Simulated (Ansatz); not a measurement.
A geometry of Bi₂Se₃ away from equilibrium: step 2 of the relaxation of a generated trial cell of Bi2Se3 in the A-La2O3 structure type. These are r2SCAN (plane waves to 500 eV, PAW, scalar-relativistic; Ansatz, an electronic-structure program) values and carry that method's errors. Γ-centred k-mesh 6×6×3 on the run's cell (coarser than for final values), Fermi–Dirac smearing 0.05 eV.

```xyz
5
Lattice="4.7891 0.0000 0.0000 -2.3945 4.1474 0.0000 0.0000 0.0000 7.3615" Properties=species:S:1:pos:R:3 pbc="T T T"
Bi     0.0000     2.7650     1.6258
Bi     2.3945     1.3825     5.7358
Se     0.0000     0.0000     0.0000
Se     0.0000     2.7650     4.6625
Se     2.3945     1.3825     2.6990
```

Q: Which atoms carry the largest force, and which way does it point?

A: 0.59 eV/Å, on Bi1, Bi2 (atoms numbered as listed); on Bi1 its components are (0.00, 0.00, 0.59).

Q: What is the pressure?

A: -1.7 GPa, compression positive.

Q: How much energy per atom can still be gained by relaxing?

A: 0.20 eV/atom; the path ends in P-3m1 (No. 164).

No spin polarisation in the result.

The run could not lose the symmetry of its start: the end is stationary, and may be a saddle point rather than a minimum.

The end of the path is a generated cell of Bi2Se3: the first start was made by placing the elements on the sites of a structure type, and the end was not matched to a known phase here, so it may be hypothetical. Known forms of Bi2Se3 include space group No. 166.
